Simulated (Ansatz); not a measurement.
In2TeO2 in space group P-3m1 (No. 164; In on 2d, Te on 1b, O on 2d), the program Ansatz at the r²SCAN level (PAW), all energies at zero smearing, with the estimated change up to a 700 eV cutoff added, with one set of potentials and settings (totals compare only within such a set). Cell of 5 atoms (2 In, 1 Te, 2 O): -19355.955 eV.

```csv
element,reference phase,E (eV/atom)
In,"I4/mmm, 1 atoms in the cell",-5611.8204
Te,"P3_121, 3 atoms in the cell",-6994.8235
O,"C2/m, 4 atoms in the cell, spin-polarised",-566.0281
```

Formation energy per atom, worked out: (-19355.955 − 2×(-5611.8204) − 1×(-6994.8235) − 2×(-566.0281))/5 = -1.087 eV/atom (-105 kJ per mol of atoms), at 0 K, without zero-point energy or fitted corrections.

The start of the workflow was typed in or built on a structure type; neither database checked (COD, Materials Project) lists it. Its standing as an ambient phase is unchecked. The r²SCAN relaxation kept the symmetry of its start; whether a distortion lowers the energy is not shown. The references are the lowest solids computed at this level, not always the standard phases (solids in place of the gases). Spin–orbit coupling is left out wherever it is not named.

Potentials: the later of the program's two PAW sets.
